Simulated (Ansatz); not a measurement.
The relaxed structure here is a generated cell of ZrGe: the first start was made by placing the elements on the sites of a structure type, and the end was not matched to a known phase here, so it may be hypothetical.

The start is a generated cell, ZrGe placed in the AFLOW prototype AB_oP8_62_c_c (B27, as in FeB). Cell shape, volume and atoms are optimised at zero target pressure with r2SCAN (plane waves to 500 eV, PAW, scalar-relativistic; Ansatz, a quantum-chemistry and plane-wave program). The first steps use a coarse 3×6×4 k-mesh.

The start:
```
CELL_PARAMETERS angstrom
      7.63493     0.00000     0.00000
      0.00000     4.09327     0.00000
      0.00000     0.00000     5.63137
ATOMIC_POSITIONS crystal
  Ge 0.82000 0.25000 0.12500
  Ge 0.32000 0.25000 0.37500
  Ge 0.18000 0.75000 0.87500
  Ge 0.68000 0.75000 0.62500
  Zr 0.12500 0.25000 0.69000
  Zr 0.62500 0.25000 0.81000
  Zr 0.87500 0.75000 0.31000
  Zr 0.37500 0.75000 0.19000
```

```yaml
initial_pressure: "+28 GPa (positive: the cell is compressed)"
largest_initial_force: about 4.4 eV/Å, on Zr5, Zr6, Zr7, Zr8 (atoms numbered as listed)
outcome: The space group goes from Pnma (No. 62) to P6₃/mmc (No. 194); the end is NiAs type, with 4 atoms in the primitive cell
Shortest distances (start → end): "The closest pairs of elements (up to four, under 3.6 Å), start → end: Ge–Zr 2.32 → 2.78 Å; Zr–Zr 3.52 → 3.39 Å"
band_gap_at_the_end: no gap (metallic)
optimiser_moves: 14
```

Final structure:

```cif
data_Ge2Zr2
_chemical_formula_sum 'Ge2 Zr2'
_space_group_name_H-M_alt 'P63/mmc'
_space_group_IT_number 194
_space_group_name_Hall '-P 6c 2c'
_cell_length_a 3.82459
_cell_length_b 3.82459
_cell_length_c 6.78186
_cell_angle_alpha 90.000
_cell_angle_beta 90.000
_cell_angle_gamma 120.000
loop_
_atom_site_label
_atom_site_type_symbol
_atom_site_symmetry_multiplicity
_atom_site_Wyckoff_symbol
_atom_site_fract_x
_atom_site_fract_y
_atom_site_fract_z
_atom_site_occupancy
Ge1 Ge 2 d 0.66667 0.33333 0.25000 1
Zr1 Zr 2 a 0.00000 0.00000 0.00000 1
```

Final values are on a 14×14×7 k-mesh of the relaxed cell. No spin polarisation in the result.

The run could not lose the symmetry of its start; a randomly shaken copy of 8 atoms returns to this structure.
